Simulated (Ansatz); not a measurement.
Structure from Materials Project entry mp-9339 (possibly hypothetical), not relaxed further.

NbP: DFT, LDA, all-electron LAPW, scalar-relativistic (Ansatz 0.2.0).

```yaml
crystal:
  lattice:
    - [-1.6749232544, 1.6749232544, 5.7401081759]
    - [1.6749232544, -1.6749232544, 5.7401081759]
    - [1.6749232544, 1.6749232544, -5.7401081759]
  atoms:
    - { symbol: Nb, position: [0.4998808, 0.4998808, 0.0] }
    - { symbol: Nb, position: [0.2498808, 0.7498808, 0.5] }
    - { symbol: P, position: [0.08274777, 0.08274777, 0.0] }
    - { symbol: P, position: [0.83274777, 0.33274777, 0.5] }
kpoints:
  mp_grid: { grid: [14, 14, 14] }
  band_path:
    path:
      - [0.0, 0.0, 0.0]
      - [0.0, 0.0, 0.5]
      - [0.25, 0.25, 0.25]
      - [0.0, 0.5, 0.0]
      - [0.0, 0.0, 0.0]
      - [0.5, 0.5, -0.5]
      - [0.2712857854, 0.7287142146, -0.2712857854]
      - [-0.2712857854, 0.2712857854, 0.2712857854]
      - [0.0, 0.0, 0.0]
    npoints: 8
scf:
  occupations: { method: fermi_dirac, width: 0.03 }
hamiltonian:
  xc: lda
  pseudopotentials: { kind: all_electron, lapw: { basis_error: 0.001 } }
output:
  forces: true
  stress: true
  eigenvalues: true
  fatbands: true
  populations: true
  dos: { projected: true, de: 0.2, e_range: [-14, 8] }
```

Output:

```
Nb: projections on atomic orbitals take those of the free atom 1s2 2s2 2p6 3s2 3p6 3d10 4s2 4p6 4d4 5s1, of charge +0.00 (hamiltonian.pseudopotentials.projection_atoms)
P: projections on atomic orbitals take those of the free atom 1s2 2s2 2p6 3s2 3p3, of charge +0.00 (hamiltonian.pseudopotentials.projection_atoms)
LAPW: plane waves up to 7.706 Å⁻¹, error target 1.0e-3 eV per atom; small_component_spin mean_spin; P in spheres of 1.137 Å, 13 of its electrons in bands, Dirac shells []; Nb in spheres of 1.410 Å, 29 of its electrons in bands, Dirac shells []
Engine: ansatz 0.2.0
Pseudopotentials: kind: all_electron
Pseudopotential: Nb, LAPW, valence charge 29, Koelling and Harmon's equation, gaussian nucleus
Pseudopotential: P, LAPW, valence charge 13, Koelling and Harmon's equation, gaussian nucleus
Functional definition: SPW92
  exchange = slater_x
  correlation = pw_c
Crystal: 4 atoms, lattice volume = 64.412 Å³
Basis set: ecut = 226.23914333306 eV, 487 PW (Γ), FFT grids on a1+a3, a2+a3, a3, exchange–correlation at level 2
Bands: 51, of which v1, the nominal top of the filled ones, is band 42 counted from 1 (41 counted from 0)
Symmetry: 8 space group operations
Space group: I41md (ITA 109), of the structure as read, at distance tolerance 4.0e-5 Å
k-points: 244 of 2744 (time reversal used)
Non-local potential: Nb, projectors of the file, none
Non-local potential: P, projectors of the file, none
Initial density: superposition of atomic densities (chi_scale 0.1, normalization cell, long waves kept (reshape's long-wave potential 0.00 eV rms))
Initial wavefunctions: plane waves of lowest kinetic energy (no species holds an atomic orbital)
Functional: x = slater, c = lda
iter 1 solved again at ethr=4.79e-3 eV; its pass at ethr=1.00e-1 eV (dr2=4.03e0 eV) is discarded
SCF iter   1: F=—  HF=-226237.698926 eV  |F-HF|=—  |Δ(HF+E_count)|=         —  Δρ=6.44e-2  dr2=4.03e0  ethr=4.79e-3  ⟨swp⟩=2.0  Hψ=78647  notcnv=0
preconditioner: auto → Kerker (q_TF=auto, 2.852 Å⁻¹)  [metal: Δε(μ)=0.034 eV  Ē_g=8.847 eV  σ=0.030 eV  W_gap=0.27  n_scr=24 (ndim 8)  ℏωp=20.7 eV  f_vac=0.000  D(μ)=0.32/eV (n_scr^D=0)]
iter 2 solved again at ethr=1.99e-4 eV; its pass at ethr=4.79e-3 eV (dr2=1.67e-1 eV) is discarded
SCF iter   2: F=—  HF=-226235.438415 eV  |F-HF|=—  |Δ(HF+E_count)|=    2.26e0  Δρ=1.70e-2  dr2=1.67e-1  ethr=1.99e-4  ⟨swp⟩=2.0  Hψ=63188  notcnv=0
SCF iter   3: F=—  HF=-226235.398699 eV  |F-HF|=—  |Δ(HF+E_count)|=   3.97e-2  Δρ=1.49e-2  dr2=1.83e-1  ethr=1.99e-4  ⟨swp⟩=2.0  Hψ=38287  notcnv=0
SCF iter   4: F=—  HF=-226235.378924 eV  |F-HF|=—  |Δ(HF+E_count)|=   1.98e-2  Δρ=5.21e-3  dr2=2.14e-2  ethr=1.99e-4  ⟨swp⟩=2.0  Hψ=34368  notcnv=0
SCF iter   5: F=—  HF=-226235.373272 eV  |F-HF|=—  |Δ(HF+E_count)|=   5.65e-3  Δρ=1.42e-3  dr2=2.02e-3  ethr=2.55e-5  ⟨swp⟩=2.0  Hψ=36148  notcnv=0
SCF iter   6: F=—  HF=-226235.373230 eV  |F-HF|=—  |Δ(HF+E_count)|=   4.16e-5  Δρ=4.79e-4  dr2=2.27e-4  ethr=2.41e-6  ⟨swp⟩=2.0  Hψ=36144  notcnv=0
SCF iter   7: F=—  HF=-226235.373200 eV  |F-HF|=—  |Δ(HF+E_count)|=   3.02e-5  Δρ=1.29e-4  dr2=1.71e-5  ethr=2.70e-7  ⟨swp⟩=2.0  Hψ=36144  notcnv=0
SCF iter   8: F=—  HF=-226235.373194 eV  |F-HF|=—  |Δ(HF+E_count)|=   6.60e-6  Δρ=4.59e-5  dr2=1.97e-6  ethr=2.03e-8  ⟨swp⟩=2.0  Hψ=36144  notcnv=0
SCF iter   9: F=—  HF=-226235.373193 eV  |F-HF|=—  |Δ(HF+E_count)|=   6.90e-7  Δρ=1.58e-5  dr2=2.58e-7  ethr=2.34e-9  ⟨swp⟩=2.0  Hψ=36146  notcnv=0
SCF iter  10: F=-226235.373193 eV  HF=-226235.373193 eV  |F-HF|=1.41e-8  |Δ(HF+E_count)|=   8.10e-8  Δρ=3.78e-6  dr2=1.50e-8  ethr=3.07e-10  ⟨swp⟩=2.0  Hψ=36144  notcnv=0
SCF 1 converged in 10 iterations: F = -226235.373193 eV  dr2 = 1.50e-8
NSCF: frozen V_eff on 65 k-points
SCF converged after 10 iterations
Free energy (F): -226235.373193 eV
Harris-Foulkes:  -226235.373193 eV  (|F-HF|=1.41e-8)
Internal energy: -226235.371711 eV  (E = F + TS)
E sigma→0 (E₀):  -226235.372452 eV
Entropy (-TS):   -0.001482 eV (-0.370 meV/atom)
Fermi energy:    16.412053 eV
--- Per-component energies (eV) ---
  E_band       = -9361.277185
  E_kinetic    = 233392.064285
  E_xc         = -7462.488153
  E_electrostatic = -452164.947843  (all electrons and nuclei)
  E_smearing   = -0.001482  (= −TS)
  E_closure    = 0.000000  (closes the sum)
  E_atoms      = -226196.461677  (free atoms, spherical and without spin; not in F)
  Σ components = -226235.373193   (vs F -226235.373193, Δ=0.00e0)
  Basis errors (estimates in eV, not in F): energy 3.6e-4 per atom: plane waves 3.3e-4 (1.8e-4 summed), levels above the bands 6.1e-93, relativity 3.5e-9, radial functions 3.2e-5, core shells 1.9e-7; eigenvalues (radial functions only) 1.6e-6; not estimated: angular momenta, meshes, grids; target (lapw.basis_error) 1.0e-3; muffin-tin radii P 1.137 Å, Nb 1.410 Å
--- Forces (eV/Å), atoms counted from 1 ---
  atom   1  Nb    -0.00000000     0.00000000     0.01288199
  atom   2  Nb    -0.00000000     0.00000000     0.01288199
  atom   3  P      0.00000000     0.00000000    -0.01288102
  atom   4  P      0.00000000     0.00000000    -0.01288102
  max |Σ_I F_I| component: 1.92e-6 eV/Å
--- Stress (GPa, compression-positive) ---
       -9.442086       0.000000      -0.000000
        0.000000      -9.442086       0.000000
       -0.000000       0.000000      -9.164975
  P = ⅓ Tr σ = -9.3497 GPa (-93.497 kbar)
--- Band table (eV; the first three rows and the last of 244) ---
  k-point 0: bands = ["-326.2694", "-326.2694", "-326.2560", "-326.2560", "-326.2555", "-326.2555", "-176.5194", "-176.5194", "-176.5184", "-176.5184", "-176.5140", "-176.5140", "-176.5061", "-176.5061", "-176.5053", "-176.5053", "-150.6744", "-150.6744", "-102.0256", "-102.0256", "-102.0167", "-102.0167", "-102.0129", "-102.0129", "-38.3566", "-38.3191", "-14.6827", "-14.4828", "-14.4828", "-14.3369", "-14.3369", "-14.2969", "3.7570", "6.1576", "10.2857", "13.4012", "14.1996", "14.1996", "14.2836", "14.6947", "15.0743", "15.0743", "17.2384", "18.0007", "19.0464", "19.5467", "19.5467", "19.8099", "20.4729", "20.4729", "22.2589"]
  k-point 1: bands = ["-326.2694", "-326.2694", "-326.2560", "-326.2560", "-326.2555", "-326.2555", "-176.5194", "-176.5194", "-176.5184", "-176.5184", "-176.5140", "-176.5140", "-176.5061", "-176.5061", "-176.5053", "-176.5053", "-150.6744", "-150.6744", "-102.0256", "-102.0256", "-102.0167", "-102.0167", "-102.0129", "-102.0129", "-38.3544", "-38.3179", "-14.6756", "-14.4971", "-14.4935", "-14.3519", "-14.3475", "-14.2947", "3.8951", "6.2026", "10.3583", "13.1923", "14.0957", "14.1611", "14.1902", "14.5439", "15.0862", "15.2090", "17.0215", "17.6789", "19.0506", "19.2169", "19.7980", "20.0347", "20.3916", "20.8208", "22.6663"]
  k-point 2: bands = ["-326.2694", "-326.2694", "-326.2560", "-326.2560", "-326.2555", "-326.2555", "-176.5194", "-176.5194", "-176.5184", "-176.5184", "-176.5140", "-176.5140", "-176.5061", "-176.5061", "-176.5053", "-176.5053", "-150.6744", "-150.6744", "-102.0256", "-102.0256", "-102.0167", "-102.0167", "-102.0129", "-102.0129", "-38.3481", "-38.3145", "-14.6571", "-14.5358", "-14.5214", "-14.3884", "-14.3765", "-14.2944", "4.2837", "6.3070", "10.6118", "12.6757", "13.4675", "13.7635", "13.8704", "14.6543", "15.4075", "15.4951", "16.7462", "16.9890", "18.7980", "19.2656", "20.2230", "20.3638", "20.3936", "21.4622", "23.6907"]
  k-point 243: bands = ["-326.2694", "-326.2694", "-326.2560", "-326.2560", "-326.2555", "-326.2555", "-176.5194", "-176.5194", "-176.5184", "-176.5184", "-176.5140", "-176.5140", "-176.5061", "-176.5061", "-176.5053", "-176.5053", "-150.6744", "-150.6744", "-102.0256", "-102.0256", "-102.0167", "-102.0167", "-102.0129", "-102.0129", "-38.3379", "-38.3379", "-14.4931", "-14.4931", "-14.4908", "-14.4908", "-14.3286", "-14.3286", "4.7356", "4.7356", "12.4123", "12.4123", "13.7276", "13.7276", "13.7516", "13.7516", "15.9207", "15.9207", "17.5946", "17.5946", "18.6957", "18.6957", "19.9507", "19.9507", "21.0776", "21.0776", "23.1937"]
--- Löwdin populations: 4 sites ---
  site symbol       q [e]
     0     Nb     40.8706
     1     Nb     40.8706
     2      P     15.0119
     3      P     15.0119
  spilling = 0.002098 (of n_electrons = 112.000000)
```

populations.tsv:

```
# site	symbol	l	j	q
# orbitals = lowdin
# n_electrons = 112.000000
# spilling = 0.002098
# projection_atom_Nb: 1s2 2s2 2p6 3s2 3p6 3d10 4s2 4p6 4d4 5s1
# projection_atom_P: 1s2 2s2 2p6 3s2 3p3
0	Nb	0_1S	-	1.999996
0	Nb	0_2S	-	1.999857
0	Nb	0_3S	-	1.997359
0	Nb	0_4S	-	1.949702
0	Nb	0_5S	-	0.524270
0	Nb	1_2P	-	5.999998
0	Nb	1_3P	-	5.999912
0	Nb	1_4P	-	5.987269
0	Nb	2_3D	-	9.999955
0	Nb	2_4D	-	4.412285
1	Nb	0_1S	-	1.999996
1	Nb	0_2S	-	1.999857
1	Nb	0_3S	-	1.997359
1	Nb	0_4S	-	1.949702
1	Nb	0_5S	-	0.524270
1	Nb	1_2P	-	5.999998
1	Nb	1_3P	-	5.999912
1	Nb	1_4P	-	5.987269
1	Nb	2_3D	-	9.999955
1	Nb	2_4D	-	4.412285
2	P	0_1S	-	1.999800
2	P	0_2S	-	1.987300
2	P	0_3S	-	1.428678
2	P	1_2P	-	5.998175
2	P	1_3P	-	3.597968
3	P	0_1S	-	1.999800
3	P	0_2S	-	1.987300
3	P	0_3S	-	1.428678
3	P	1_2P	-	5.998175
3	P	1_3P	-	3.597968
```
